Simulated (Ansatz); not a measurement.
Sb$_{2}$Se$_{3}$ in space group Pnma (No. 62; Pearson symbol oP20), DFT-PBE+D3(BJ) in the program Ansatz with PAW potentials. The conduction-band minimum lies on the Y–Γ line, 77 % of the way from Y, with 2 equivalent valleys. Second derivatives d²E/dk² of the lowest band at one valley (eV·Å²), along Cartesian directions:

```csv
direction,d²E/dk²
[100],41.26
[010],35.53
[001],42.70
[110],38.43
[101],41.87
[011],39.10
```

Find the principal effective masses, the density-of-states mass and the conductivity mass.

Off-diagonal terms follow from H_xy = H[110] − (H_xx + H_yy)/2, and m*/mₑ = 7.620 eV·Å² over each eigenvalue: 0.18, 0.18, 0.21. One valley's DOS mass (m₁m₂m₃)^(1/3) = 0.19, conductivity mass 3/(Σ 1/mᵢ) = 0.19 mₑ.

What effective density of states Nc follows at 300 K for parabolic valleys?

Nc = 2.509e19 × 2 × (0.19)^(3/2) ≈ 4.2e18 cm⁻³.

Symmetry was held in the PBE+D3(BJ) relaxation. Scalar-relativistic: spin–orbit coupling is off unless named, which matters more the heavier the elements.

Potentials: the later of the program's two PAW sets.

Edges and masses are those of Kohn–Sham bands, whose gap is no quasiparticle gap.
